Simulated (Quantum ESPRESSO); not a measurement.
# Band energies of NaCaIrH6

```
NaCaIrH6
1.0
    0.00000     3.61304     3.61304
    3.61304     0.00000     3.61304
    3.61304     3.61304     0.00000
H Na Ca Ir
6 1 1 1
Direct
  0.76738   0.23262   0.23262
  0.76738   0.76738   0.23262
  0.23262   0.76738   0.76738
  0.23262   0.23262   0.76738
  0.23262   0.76738   0.23262
  0.76738   0.23262   0.76738
  0.75000   0.75000   0.75000
  0.25000   0.25000   0.25000
  0.00000   0.00000   0.00000
```

norm-conserving PBEsol (Quantum ESPRESSO, 88 Ry, without SOC); path ΓXWKΓLUWLK,UX; energies in eV from the valence-band maximum.

| k (1/Å) | point | band 17 | band 18 | band 19 | band 20 | band 21 | band 22 | band 23 | band 24 |
|---|---|---|---|---|---|---|---|---|---|
| 0.00 | Γ | -0.79 | -0.79 | -0.18 | -0.18 | -0.18 | 5.74 | 5.80 | 5.80 |
| 0.22 |  | -0.81 | -0.81 | -0.24 | -0.14 | -0.14 | 5.39 | 5.79 | 6.28 |
| 0.65 |  | -0.88 | -0.88 | -0.47 | -0.02 | -0.02 | 3.55 | 5.75 | 6.10 |
| 0.87 | X | -0.89 | -0.89 | -0.52 | -0.01 | -0.01 | 3.25 | 5.75 | 5.94 |
| 1.09 |  | -1.20 | -0.90 | -0.30 | -0.02 | -0.01 | 3.59 | 5.79 | 5.86 |
| 1.30 | W | -1.63 | -0.90 | -0.13 | -0.08 | 0.00 | 4.10 | 5.40 | 5.82 |
| 1.30 | K | -1.55 | -0.59 | -0.27 | -0.04 | 0.00 | 3.82 | 5.74 | 5.85 |
| 1.49 |  | -1.54 | -0.34 | -0.18 | -0.09 | -0.02 | 4.36 | 5.31 | 5.89 |
| 1.86 |  | -0.94 | -0.45 | -0.20 | -0.15 | -0.12 | 5.28 | 5.46 | 6.54 |
| 2.04 |  | -0.82 | -0.68 | -0.20 | -0.17 | -0.16 | 5.61 | 5.72 | 6.11 |
| 2.23 | Γ | -0.79 | -0.79 | -0.18 | -0.18 | -0.18 | 5.74 | 5.80 | 5.80 |
| 2.41 |  | -0.72 | -0.72 | -0.20 | -0.17 | -0.17 | 5.67 | 5.67 | 6.11 |
| 2.79 |  | -0.36 | -0.36 | -0.25 | -0.11 | -0.11 | 5.30 | 5.30 | 5.78 |
| 2.98 | L | -0.28 | -0.28 | -0.26 | -0.11 | -0.11 | 5.29 | 5.29 | 5.53 |
| 3.33 |  | -1.23 | -0.44 | -0.20 | -0.07 | -0.01 | 4.21 | 5.51 | 5.89 |
| 3.51 | U | -1.55 | -0.59 | -0.27 | -0.04 | 0.00 | 3.82 | 5.74 | 5.85 |
| 3.51 | W | -1.63 | -0.90 | -0.13 | -0.08 | 0.00 | 4.10 | 5.40 | 5.82 |
| 3.67 |  | -1.46 | -0.72 | -0.13 | -0.08 | -0.01 | 4.17 | 5.38 | 5.87 |
| 3.97 |  | -0.59 | -0.32 | -0.16 | -0.10 | -0.07 | 4.83 | 5.33 | 5.91 |
| 4.13 | L | -0.28 | -0.28 | -0.26 | -0.11 | -0.11 | 5.29 | 5.29 | 5.53 |
| 4.23 |  | -0.47 | -0.29 | -0.17 | -0.10 | -0.09 | 4.99 | 5.32 | 5.80 |
| 4.34 |  | -0.77 | -0.34 | -0.17 | -0.09 | -0.04 | 4.63 | 5.38 | 5.93 |
| 4.55 |  | -1.44 | -0.50 | -0.23 | -0.06 | 0.00 | 4.03 | 5.60 | 5.86 |
| 4.66 | K | -1.55 | -0.59 | -0.27 | -0.04 | 0.00 | 3.82 | 5.74 | 5.85 |
| 4.66 | U | -1.55 | -0.59 | -0.27 | -0.04 | 0.00 | 3.82 | 5.74 | 5.85 |
| 4.97 | X | -0.89 | -0.89 | -0.52 | -0.01 | -0.01 | 3.25 | 5.75 | 5.94 |

The PBEsol gap is 3.25 eV and nearly direct: the edges lie at K and X, the smallest direct gap within 0.02 eV of it.

Without spin-orbit coupling, band edges of such heavy elements can be off by tenths of an eV.

Geometry of the Materials Project entry, not relaxed at this level.

The structure is a Materials Project entry; no match was found in the copy of COD used, and its stability was not checked.
